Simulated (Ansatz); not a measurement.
IrO$_{2}$:
```
IrO2
1.0
    4.52828     0.00000     0.00000
    0.00000     4.52828     0.00000
    0.00000     0.00000     3.18076
Ir O
2 4
Direct
  0.00000   0.00000   0.00000
  0.50000   0.50000   0.50000
  0.30856   0.30856   0.00000
  0.19144   0.80856   0.50000
  0.69144   0.69144   0.00000
  0.80856   0.19144   0.50000
```

Relaxed with PBE. Special points in fractions of this cell's reciprocal vectors: Γ (0.000, 0.000, 0.000); X (0.000, 0.500, 0.000); M (0.500, 0.500, 0.000); Z (0.000, 0.000, 0.500); R (0.000, 0.500, 0.500); A (0.500, 0.500, 0.500).

**Question.** List the band energies nearest the Fermi level at these points for plane-wave PAW PBE (Ansatz code).

**Answer.** In eV from the Fermi level; about four levels below and three above (degenerate sets whole), none deeper than 8.9 eV; points with the same levels are listed once.

```tsv
k	below	above
Γ	-2.36 -2.36 -2.30 -2.24 -2.14	0.73 1.21 4.10 4.10 4.10
X	-1.28 -1.28 -0.28 -0.28	3.53 3.53 3.54 3.54
M	-2.43 -2.43 -2.32 -2.32	0.20 0.20 2.43 2.43
Z	-1.85 -1.85 -0.68 -0.68	0.25 0.25 2.24 2.24
R	-2.68 -2.68 -1.74 -1.74	0.52 0.52 1.09 1.09
A	-1.19 -1.19 -0.46 -0.46	2.19 2.19 3.17 3.17
```

Space group P4_2/mnm (rutile). Symmetry was held in the PBE relaxation; of distortions, only those at the zone centre were tested. The run is not spin-polarised. Spin–orbit coupling is left out wherever it is not named.

Potentials: the later of the program's two PAW sets.
